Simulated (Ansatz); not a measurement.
Relaxed-ion elastic tensor of Be (bcc (W type), Im-3m) in GPa (Voigt order), LDA in the plane-wave PAW code Ansatz; density 2.01 g/cm³, 7.46 Å³ per atom.

```
187  106  106  0.0  0.0  0.0
106  187  106  0.0  0.0  0.0
106  106  187  0.0  0.0  0.0
0.0  0.0  0.0  227  0.0  0.0
0.0  0.0  0.0  0.0  227  0.0
0.0  0.0  0.0  0.0  0.0  227
```

Problem. Is the crystal mechanically stable?

Solution. Yes: the smallest eigenvalue of C is 81.5 GPa.

Problem. Work out the Voigt, Reuss and Hill averages.

Solution. K_V = 133, K_R = 133, K_H = 133; G_V = 152, G_R = 80.2, G_H = 116 GPa.

Problem. Give Young's modulus, Poisson's ratio, Pugh's ratio and the universal anisotropy index.

Solution. E = 9KG/(3K + G) = 270 GPa; ν = 0.16; K/G = 1.14 (brittle by the Pugh limit of 1.75); A_U = 5G_V/G_R + K_V/K_R − 6 = 4.49.

Problem. Estimate the sound speeds and the Debye temperature.

Solution. v_l = √((K + 4G/3)/ρ) = 12000 m/s, v_t = √(G/ρ) = 7610 m/s, mean 8370 m/s; Θ = (h/k)(3n/4πV)^(1/3) v_m = 1280 K.

Problem. Give the Zener ratio and Young's modulus along [100], [110] and [111].

Solution. A = 2C44/(C11 − C12) = 5.56; 1/E = S11 − 2(S11 − S12 − S44/2)Γ with Γ = 0, 1/4, 1/3 gives 111, 251, 433 GPa.

The first step of the workflow began from a Materials Project structure, measured or hypothetical; the Crystallography Open Database copy checked does not list it. It is not the phase usual at ambient conditions (space group No. 194). The LDA relaxation kept the symmetry of its start; whether a distortion lowers the energy is not shown. As this level gives no gap, shear constants depend on the k-mesh and smearing (Fermi–Dirac, 0.1 eV here).

Potentials: the later of the program's two PAW sets.
